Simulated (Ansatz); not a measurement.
Given:

CeO₂ (fluorite, Fm-3m), a = b = c = 5.4646 Å, α = β = γ = 90.00°; the cell used has 3 atoms.

This is the PBE-relaxed structure.

All from PBE in the plane-wave PAW code Ansatz, unless another level is named. Estimate the band gap.

1.87 eV (indirect).

Next, the hole effective mass?

1.1, 1.4, 2.1 mₑ (principal values).

Predict the gap with spin–orbit coupling.

1.78 eV.

And the smallest direct gap on the standard path?

1.95 eV.

What about the valence-band maximum?

on the K–Γ line, 29 % of the way from K.

Symmetry was held in the PBE relaxation. The run is not spin-polarised. The 4f shell is in the valence. No Hubbard U is applied. Spin–orbit coupling is left out wherever it is not named.

Potentials: the earlier of the program's two PAW sets.
